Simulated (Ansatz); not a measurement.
# FeCo₄: stable or not

The structure comes from a generated guess, relaxed at this level; another structure or a mixture of phases may lie lower.

Theory: DFT PBE, scalar-relativistic, plane waves, PAW (Ansatz). The final run on the 5-atom cell used 420 eV, a Γ-centred 12×12×12 mesh, 0.10 eV smearing and collinear spin.

Space group I4/m (No. 87). a = 5.596 Å, b = 5.596 Å, c = 3.546 Å, α = 90.00°, β = 90.00°, γ = 90.00°
```
atom  site  symmetry       x       y       z
  Fe    2a     4/m.. 0.0000  0.0000  0.0000
  Co    8h       m.. 0.9032  0.3022  0.5000
```

Formation energies are uncorrected and refer to the elements' standard structures at the same level.

Task: These tests were run: energy against the elements; phonons at Γ. What do they show?

Result:

| test | result |
| --- | --- |
| energy against the elements | +0.02 eV/atom |
| phonons at Γ | lowest optical mode 177 cm⁻¹ |

It fails none of these tests outright. Other phases of the system weren't compared here, so this isn't yet thermodynamic stability. Phonons away from Γ weren't computed. Undecided: energy against the elements (too near zero for this accuracy).

For metals, differences of a few meV/atom aren't resolved. Another magnetic order may lie lower. The run for the phonons used a 12×12×12 k mesh and Gaussian smearing of 0.20 eV. The cell carries site moments Fe 2.6; Co 1.7 (×4) μB.
